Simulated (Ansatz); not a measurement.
SnGeO$_{3}$ in space group P4mm (No. 99; Ge on 1b, Sn on 1a, O on 1b, O on 2c), plane-wave PAW LDA (Ansatz code), all energies at zero smearing, with the estimated change up to a 700 eV cutoff added, with one set of potentials and settings (totals compare only within such a set). Cell of 5 atoms (1 Ge, 1 Sn, 3 O): -11760.546 eV.

```tsv
element	reference phase	E (eV/atom)
Ge	Fd-3m, 2 atoms in the cell	-4215.7216
Sn	I4_1/amd, 2 atoms in the cell	-5879.5359
O	C2/m, 4 atoms in the cell, spin-polarised	-552.6518
```

Formation energy per atom, worked out: (-11760.546 − 1×(-4215.7216) − 1×(-5879.5359) − 3×(-552.6518))/5 = -1.467 eV/atom (-142 kJ per mol of atoms), at 0 K, without zero-point energy or fitted corrections.

The cell is a constructed one: a structure type filled with these elements; neither database checked (COD, Materials Project) lists it. Whether it is the stable phase at ambient conditions was not checked. The cell was relaxed with LDA under the symmetry of its start; whether a distortion lowers the energy is not shown. The references are the lowest solids computed at this level, not always the standard phases (solids in place of the gases). Spin–orbit coupling is left out wherever it is not named.

Potentials: the later of the program's two PAW sets.
